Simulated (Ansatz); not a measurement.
SrPdF4:
Space group I4/mcm (No. 140); a = b = 5.823 Å, c = 10.571 Å, α = β = γ = 90.00°

```csv
atom,site,symmetry,x,y,z
Sr,4a,422,0.0000,0.0000,0.2500
Pd,4d,m.mm,0.0000,0.5000,0.0000
F,16l,..m,0.3310,0.1690,0.1324
```
(The calculation used a cell of 12 atoms; values per cell refer to that cell.)

Relaxed with PBEsol. DFT-PBEsol in the program Ansatz with PAW potentials gives a gap of 1.26 eV.

Problem. What gap does HSE06 give on the same cell (Ansatz, PAW)?

Solution. 3.68 eV, 2.42 eV more. The hybrid was solved on a coarser mesh and at special points; its gap is the smallest among all of these.

| k | v1 PBEsol | c1 PBEsol | v1 HSE06 | c1 HSE06 |
|---|---|---|---|---|
| Γ | -0.11 | 1.51 | [?] | [?] |
| M | -0.03 | 1.75 | [?] | [?] |
| X | 0.00 | 1.26 | 0.00 | 3.68 |
| P | -0.07 | 1.53 | [?] | [?] |
| N | -0.19 | 1.57 | -0.14 | 3.99 |
| S0 | -0.14 | 1.64 | [?] | [?] |
| R | -0.04 | 1.36 | -0.04 | 3.77 |

Problem. Top valence (v1) and lowest conduction level (c1) in eV from each method's valence maximum (which need not be a listed point): supply the withheld HSE06 values.

Solution. 
- M, v1 HSE06: 0.00
- M, c1 HSE06: 4.17
- Γ, v1 HSE06: -0.07
- Γ, c1 HSE06: 3.92
- S0, v1 HSE06: -0.10
- S0, c1 HSE06: 4.06
- P, v1 HSE06: -0.07
- P, c1 HSE06: 3.95

Cost on shared cores: the PBEsol run (SCF on a 7×7×7 mesh, then bands and DOS) very roughly 120 core-seconds, the HSE06 run (SCF on 4×4×4, then a few points) around 15 core-minutes (rough); the tasks are unlike.

The first step of the workflow began from a Materials Project structure, measured or hypothetical; the Crystallography Open Database copy checked does not list it. Its standing as an ambient phase is unchecked. Symmetry was held in the PBEsol relaxation; whether a distortion lowers the energy is not shown. No spin polarisation was allowed. Spin–orbit coupling is left out wherever it is not named.

Potentials: the later of the program's two PAW sets.
